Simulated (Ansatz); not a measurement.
AlCu (space group C2/m)

```xyz
10
Lattice="5.9760 -2.0305 0.0000 5.9760 2.0305 0.0000 -3.9028 0.0000 5.6068" Properties=species:S:1:pos:R:3 pbc="T T T"
Cu     0.0000     0.0000     0.0000
Cu     2.1524     0.0000     1.3401
Cu     5.8970     0.0000     4.2667
Cu    -1.7079     0.0000     4.3306
Cu     9.7572     0.0000     1.2761
Al     4.0247     0.0000     2.8034
Al     0.0621     0.0000     2.5782
Al     7.9872     0.0000     3.0286
Al     0.6318     0.0000     5.5744
Al     7.4175     0.0000     0.0324
```

Equation-of-state scan: isotropic scaling of the cell above, V₀ being its volume. The atoms relax within the cell's symmetry.

Method: PBEsol (plane waves to 420 eV, PAW, scalar-relativistic; Ansatz, a quantum-chemistry and plane-wave program). k mesh 12×12×9 (Γ-centred), Fermi-Dirac smearing 0.05 eV. Energies are smeared free energies. AlCu is run without spin polarisation. AlCu was relaxed with its symmetry unable to fall. ΔE is measured from the relaxed starting cell.

Problem. Give the computed ΔE (kJ/mol of atoms) at V/V₀ = 0.917, 0.933, 0.950, 1.050, 1.067, 1.083.

Solution. 
```json
[
 {"V/V₀": "0.917", "ΔE (kJ/mol of atoms)": "4.2"},
 {"V/V₀": "0.933", "ΔE (kJ/mol of atoms)": "2.6"},
 {"V/V₀": "0.950", "ΔE (kJ/mol of atoms)": "1.4"},
 {"V/V₀": "1.050", "ΔE (kJ/mol of atoms)": "1.2"},
 {"V/V₀": "1.067", "ΔE (kJ/mol of atoms)": "2.0"},
 {"V/V₀": "1.083", "ΔE (kJ/mol of atoms)": "3.1"}
]
```

(A scan under strain: stresses follow from slopes of the energy per volume, elastic moduli from its curvatures.)
